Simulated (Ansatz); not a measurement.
# Beta-gallia alloy of Ga2O3 and Al2O3 (45 of 48 Ga sites exchanged), 120 atoms

Ansatz, PAW, plane waves. PBEsol relaxation of cell lengths and atoms (angles held) at the single k point (¼, ¼, ¼) without its symmetry partners; single points on the relaxed atoms at the Γ point alone, onto which points of the small cell's zone fold. Arrangement: quasirandom. No spin–orbit coupling unless named.

Relaxed structure:

```
CELL_PARAMETERS angstrom
11.84222 0.00000 -0.02795
0.00000 8.77864 0.00000
-2.71467 0.00000 10.96091
ATOMIC_POSITIONS crystal
Al 0.40742 0.16553 0.10082
Al 0.40873 0.16698 0.60134
Al 0.40681 0.50163 0.10096
Al 0.40891 0.50018 0.60145
Al 0.40955 0.83333 0.10151
Al 0.40874 0.83340 0.60147
Al 0.15830 0.16687 0.15763
Al 0.15992 0.16856 0.66026
Al 0.15790 0.50039 0.15870
Al 0.15846 0.50012 0.65854
Al 0.15839 0.83329 0.15737
Al 0.15988 0.83188 0.66021
Al 0.09024 0.00021 0.89752
Al 0.09179 0.33480 0.39868
Al 0.09037 0.33345 0.89749
Al 0.09200 0.66564 0.39873
Al 0.09032 0.66688 0.89751
Al 0.90968 0.99996 0.10210
Al 0.91097 0.33347 0.10203
Al 0.90821 0.33480 0.60121
Al 0.90958 0.66712 0.10207
Al 0.90864 0.66565 0.60147
Al 0.65768 0.99870 0.15849
Al 0.65682 0.00008 0.65882
Al 0.65765 0.33344 0.65839
Al 0.65741 0.66797 0.15868
Al 0.65760 0.66703 0.65852
Al 0.34273 0.00000 0.34074
Al 0.34171 0.99983 0.84139
Al 0.34222 0.33345 0.34074
Al 0.34221 0.33393 0.84154
Al 0.34197 0.66710 0.34103
Al 0.34201 0.66678 0.84115
Al 0.59058 0.16643 0.39835
Al 0.58914 0.16598 0.89612
Al 0.59042 0.50073 0.39825
Al 0.58979 0.50123 0.89596
Al 0.59079 0.83341 0.39813
Al 0.58983 0.83336 0.89800
Al 0.84062 0.16790 0.34003
Al 0.84154 0.16696 0.84229
Al 0.84207 0.50077 0.34172
Al 0.84197 0.50026 0.84120
Al 0.84068 0.83191 0.33955
Al 0.84164 0.83330 0.84216
O 0.33895 0.16668 0.44446
O 0.33807 0.16655 0.94432
O 0.33903 0.49997 0.44463
O 0.33776 0.50078 0.94439
O 0.33835 0.83391 0.44466
O 0.33878 0.83321 0.94510
O 0.32656 0.16712 0.21658
O 0.32756 0.16767 0.71764
O 0.32589 0.50064 0.21688
O 0.32714 0.49999 0.71714
O 0.32706 0.83275 0.21630
O 0.32720 0.83287 0.71751
O 0.00211 0.17271 0.37149
O 0.00457 0.16684 0.87103
O 0.00528 0.50035 0.37264
O 0.00483 0.50011 0.87079
O 0.00216 0.82740 0.37106
O 0.00468 0.83359 0.87093
O 0.16190 0.00022 0.05355
O 0.16559 0.00026 0.55998
O 0.16093 0.33381 0.05432
O 0.16369 0.33400 0.55494
O 0.16121 0.66651 0.05418
O 0.16375 0.66629 0.55500
O 0.83560 0.99962 0.44035
O 0.83884 0.99999 0.94588
O 0.83613 0.33399 0.44498
O 0.83915 0.33381 0.94562
O 0.83735 0.66695 0.44528
O 0.83953 0.66672 0.94521
O 0.17544 0.00002 0.27897
O 0.17370 0.00014 0.78368
O 0.17343 0.33340 0.28290
O 0.17386 0.33410 0.78326
O 0.17352 0.66710 0.28292
O 0.17376 0.66630 0.78317
O 0.82664 0.99940 0.21609
O 0.82432 0.00014 0.72059
O 0.83000 0.33416 0.21840
O 0.82627 0.33339 0.71680
O 0.82657 0.66706 0.21655
O 0.82629 0.66701 0.71663
O 0.49447 0.00038 0.12797
O 0.49424 0.00020 0.62819
O 0.48976 0.33385 0.12634
O 0.49465 0.33350 0.62838
O 0.49438 0.66626 0.12800
O 0.49457 0.66687 0.62793
O 0.50497 0.99983 0.37140
O 0.50395 0.99953 0.87040
O 0.50545 0.33349 0.37068
O 0.50520 0.33389 0.87256
O 0.50467 0.66723 0.37166
O 0.50409 0.66713 0.87038
O 0.66208 0.16043 0.05161
O 0.66078 0.16642 0.55504
O 0.66247 0.50695 0.05151
O 0.66071 0.50022 0.55488
O 0.66016 0.83325 0.05445
O 0.66091 0.83391 0.55499
O 0.67328 0.16207 0.28377
O 0.67261 0.16756 0.78280
O 0.67374 0.50558 0.28432
O 0.67331 0.50023 0.78249
O 0.67235 0.83297 0.28208
O 0.67265 0.83277 0.78342
O 0.99575 0.16627 0.12846
O 0.99840 0.17310 0.62891
O 0.99551 0.50072 0.12866
O 0.99519 0.50004 0.62768
O 0.99562 0.83358 0.12835
O 0.99865 0.82741 0.62918
Ga 0.09122 0.00006 0.39849
Ga 0.90945 0.00010 0.60180
Ga 0.65650 0.33396 0.15518
```

(1) What are the mean bond lengths by pair (pairs within 1.2 times the sum of covalent radii, less contacts 15 % beyond the pair's median; cation–cation pairs of compounds aside; long ionic contacts are cut short by that bound)?

(2) What gap lies between the top filled and the lowest empty level in the single points?

## Answers

(1) Al–O 1.868 ± 0.089 Å (standard deviation, 226 bonds); Ga–O 1.901 ± 0.087 Å (standard deviation, 14 bonds).

(2) HSE06 6.25 eV (56 s on NVIDIA H100).
